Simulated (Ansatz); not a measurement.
## Ansatz 0.2.0, vacancy hop by nudged elastic band: MgI₂

Input:

```yaml
crystal:
  lattice:
    - [8.26338043, 2.5e-07, 0.0]
    - [-4.13169, 7.1562975, 0.0]
    - [0.0, 0.0, 13.651278]
  atoms:
    - { symbol: Mg, position: [-0.00266905, -0.00233075, 0.00248771] }
    - { symbol: I, position: [0.16745767, 0.33696207, 0.38009859] }
    - { symbol: I, position: [0.32979925, 0.16881039, 0.12265671] }
    - { symbol: Mg, position: [-0.00337028, -0.00225531, 0.49906349] }
    - { symbol: I, position: [0.16935237, 0.33770599, 0.87844174] }
    - { symbol: I, position: [0.33137759, 0.16749108, 0.6245988] }
    - { symbol: Mg, position: [0.00116724, 0.50084119, -0.00042974] }
    - { symbol: I, position: [0.16283912, 0.83073439, 0.3786059] }
    - { symbol: I, position: [0.33317708, 0.66461187, 0.12224446] }
    - { symbol: Mg, position: [0.00092448, 0.50203007, 0.4998152] }
    - { symbol: I, position: [0.16645699, 0.83602682, 0.87993564] }
    - { symbol: I, position: [0.33678049, 0.66709658, 0.62041683] }
    - { symbol: Mg, position: [0.50053244, -0.00161391, -0.00035691] }
    - { symbol: I, position: [0.66849253, 0.33716312, 0.38018591] }
    - { symbol: I, position: [0.83808726, 0.16897951, 0.12130731] }
    - { symbol: Mg, position: [0.50038565, -4.83e-05, 0.49989758] }
    - { symbol: I, position: [0.66233156, 0.33338716, 0.87716946] }
    - { symbol: I, position: [0.83331258, 0.16589148, 0.62455403] }
    - { symbol: Mg, position: [0.50074729, 0.49983713, -0.00048099] }
    - { symbol: I, position: [0.66993757, 0.83140206, 0.3786156] }
    - { symbol: Mg, position: [0.49617517, 0.49799043, 0.49947744] }
    - { symbol: I, position: [0.66841868, 0.83817069, 0.87745439] }
    - { symbol: I, position: [0.83699181, 0.66800579, 0.62351408] }
kpoints:
  mp_grid: { grid: [2, 2, 1] }
magnetization:
  spin_polarized: false
scf:
  occupations: { method: gaussian, width: 0.1 }
hamiltonian:
  pseudopotentials: { kind: paw }
  xc: pbe
basis:
  ecutwfc: 420
neb:
  images: 3
  relax_end_points: true
  climbing: true
  f_tol: 0.1
  max_iterations: 40
  order_check: false
  final_atoms:
    - { symbol: Mg, position: [-0.00266905, -0.00233075, 0.00248771] }
    - { symbol: I, position: [0.16745767, 0.33696207, 0.38009859] }
    - { symbol: I, position: [0.32979925, 0.16881039, 0.12265671] }
    - { symbol: Mg, position: [-0.00337028, -0.00225531, 0.49906349] }
    - { symbol: I, position: [0.16935237, 0.33770599, 0.87844174] }
    - { symbol: I, position: [0.33137759, 0.16749108, 0.6245988] }
    - { symbol: Mg, position: [0.00116724, 0.50084119, -0.00042974] }
    - { symbol: I, position: [0.16283912, 0.83073439, 0.3786059] }
    - { symbol: I, position: [0.33317708, 0.66461187, 0.12224446] }
    - { symbol: Mg, position: [0.00092448, 0.50203007, 0.4998152] }
    - { symbol: I, position: [-0.16603703, 0.66731462, 1.12058655] }
    - { symbol: I, position: [0.33678049, 0.66709658, 0.62041683] }
    - { symbol: Mg, position: [0.50053244, -0.00161391, -0.00035691] }
    - { symbol: I, position: [0.66849253, 0.33716312, 0.38018591] }
    - { symbol: I, position: [0.83808726, 0.16897951, 0.12130731] }
    - { symbol: Mg, position: [0.50038565, -4.83e-05, 0.49989758] }
    - { symbol: I, position: [0.66233156, 0.33338716, 0.87716946] }
    - { symbol: I, position: [0.83331258, 0.16589148, 0.62455403] }
    - { symbol: Mg, position: [0.50074729, 0.49983713, -0.00048099] }
    - { symbol: I, position: [0.66993757, 0.83140206, 0.3786156] }
    - { symbol: Mg, position: [0.49617517, 0.49799043, 0.49947744] }
    - { symbol: I, position: [0.66841868, 0.83817069, 0.87745439] }
    - { symbol: I, position: [0.83699181, 0.66800579, 0.62351408] }
```

The command:

```bash
ansatz run input.yaml --threads 4 --pin off --max-ram 8192MiB --backend cpu --events-out ev --progress --plain --runs-dir out
```

Origin of the cell: a database entry, scaled a little.

The cell is 2×2×2 cells of MgI2 with one I taken out; atom 11 (I) hops into the empty site, 4.06 Å away before the end points are relaxed. All atoms were shaken by about 0.02 Å first.

Output (shortened):

```
SCF iter   1: F=—  HF=-128105.972326 eV  Δρ=1.70e-3  dr2=1.68e-1  defer=18
SCF iter   2: F=—  HF=-128105.951240 eV  Δρ=1.75e-3  dr2=1.44e-1  defer=94
SCF iter   3: F=—  HF=-128105.942520 eV  Δρ=1.58e-3  dr2=1.02e-1  defer=94
[… 13 lines left out …]
SCF iter  17: F=—  HF=-128105.918499 eV  Δρ=2.99e-6  dr2=2.79e-7  defer=56
SCF iter  18: F=—  HF=-128105.918499 eV  Δρ=1.83e-6  dr2=1.31e-7  defer=56
SCF iter  19: F=-128105.918499 eV  HF=-128105.918499 eV  Δρ=1.34e-6  dr2=6.51e-8
NEB iter   1: max|band force component| = 1.094e1 eV/Å  barrier→ = 6.9781 eV  barrier← = 6.9778 eV  Δτ_max = 0.2000 Å  (80 SCF iters)
NEB iter   2: max|band force component| = 5.363e0 eV/Å  barrier→ = 3.3913 eV  barrier← = 3.3910 eV  Δτ_max = 0.1740 Å  (28 SCF iters)
NEB iter   3: max|band force component| = 2.355e0 eV/Å  barrier→ = 1.9756 eV  barrier← = 1.9753 eV  Δτ_max = 0.1440 Å  (29 SCF iters)
NEB iter   4: max|band force component| = 7.656e-1 eV/Å  barrier→ = 1.4853 eV  barrier← = 1.4850 eV  Δτ_max = 0.0869 Å  (24 SCF iters)
NEB iter   5: max|band force component| = 1.894e-1 eV/Å  barrier→ = 1.3769 eV  barrier← = 1.3766 eV  CI = image 2  Δτ_max = 0.0830 Å  (24 SCF iters)
NEB iter   6: max|band force component| = 1.089e-1 eV/Å  barrier→ = 1.3602 eV  barrier← = 1.3599 eV  CI = image 2  Δτ_max = 0.2000 Å  (23 SCF iters)
NEB iter   7: max|band force component| = 3.848e-1 eV/Å  barrier→ = 1.4638 eV  barrier← = 1.4635 eV  CI = image 2  Δτ_max = 0.1008 Å  (30 SCF iters)
NEB iter   8: max|band force component| = 1.666e-1 eV/Å  barrier→ = 1.3653 eV  barrier← = 1.3650 eV  CI = image 2  Δτ_max = 0.0891 Å  (26 SCF iters)
NEB iter   9: max|band force component| = 5.788e-2 eV/Å  barrier→ = 1.3499 eV  barrier← = 1.3496 eV  CI = image 2  Δτ_max = 0.0000 Å  (23 SCF iters)
--- NEB band (5 images, 9 band iterations, 287 SCF iterations, 86 more in tests of the images' electronic states and relaxations of end points) ---
  forward barrier  = 1.349897 eV
  backward barrier = 1.349596 eV
  lagrangian_above_aufbau_ev (what the smearing adds, to first order; not taken off the barriers): saddle image -0.004513 eV, end points -0.038368 and -0.037907 eV
  climbing image's point = of an order that was not read
  energies are F+E_penalty+E_count in eV, relative to image 0
  image     s (Å)  Δ vs image 0  max|band force component| (eV/Å)
      0    0.0000      0.000000                                 —
      1    1.2206      0.563566                          3.209e-2
  *   2    2.4414      1.349897                          4.473e-2
      3    3.6651      0.559689                          5.788e-2
      4    4.8890      0.000301                                 —
```

The converged band:

```csv
image,path over all atoms (Å),ΔF (eV),I x,y,z (Å)
0,0.00,0.000,-2.06,5.97,11.99
1,1.22,0.564,-2.59,5.67,12.70
2,2.44,1.350,-3.18,5.33,13.60
3,3.67,0.560,-3.65,5.05,14.58
4,4.89,0.000,-4.14,4.77,15.31
```

Highest image (2), forces in eV/Å:

```xyz
23
Lattice="8.263 0.000 0.000 -4.132 7.156 0.000 0.000 0.000 13.651" Properties=species:S:1:pos:R:3:forces:R:3 pbc="T T T" image=2
Mg   -0.197    0.548    0.100    0.003   -0.008    0.000
I    -0.010    2.384    5.172   -0.001   -0.001    0.021
I     2.098    1.441    1.719   -0.002   -0.017   -0.011
Mg   -0.008   -0.012    6.829    0.000   -0.002    0.000
I     0.114    2.456   11.715    0.016    0.009   -0.005
I     2.065    1.161    8.498    0.001    0.000   -0.007
Mg   -1.691    3.143    0.101   -0.005    0.008    0.002
I    -2.095    5.952    5.112   -0.002   -0.001    0.001
I     0.229    4.682    1.719   -0.017    0.008   -0.011
Mg   -2.084    3.584    6.829   -0.002    0.001   -0.001
I    -3.176    5.327   13.595    0.004   -0.001   -0.001
I    -0.032    4.793    8.498    0.000    0.001   -0.007
Mg    3.995   -0.074    0.121   -0.014   -0.008    0.045
I     4.103    2.410    5.160   -0.004    0.005    0.018
I     6.059    1.119    1.979   -0.016   -0.010   -0.017
Mg    4.118   -0.003    6.792   -0.002   -0.001   -0.002
I     4.118    2.126   11.928   -0.003    0.024    0.009
I     6.183    1.189    8.479    0.004    0.002   -0.014
Mg    2.247    3.686   -0.208    0.015    0.009   -0.044
I     2.068    5.933    5.160    0.002   -0.005    0.018
Mg    2.051    3.575    6.872    0.001    0.001    0.002
I     1.831    6.088   11.929    0.018   -0.013    0.008
I     4.133    4.776    8.545    0.002    0.001   -0.004
```

Barrier of this path: 1.35 eV forwards, 1.35 eV backwards, after 9 band iterations.

Caveats: no moments, though an odd count or open d shells may carry them; no spin-orbit coupling, though heavy elements are present; the k mesh is coarse if the cell is a metal; a small cell with a neutral vacancy and no spin, whose shape can make like sites unlike; the cell is held at a rescaled volume, and strain moves barriers; the hop was drawn among near neighbours and need not be the easiest path; few images and a loose tolerance, and neither the top nor the ends were tested for their order.

Time: 12 min on 4 threads of Arm Neoverse V1, on a shared host, peak memory 4.3 GiB, from the program's own first density.
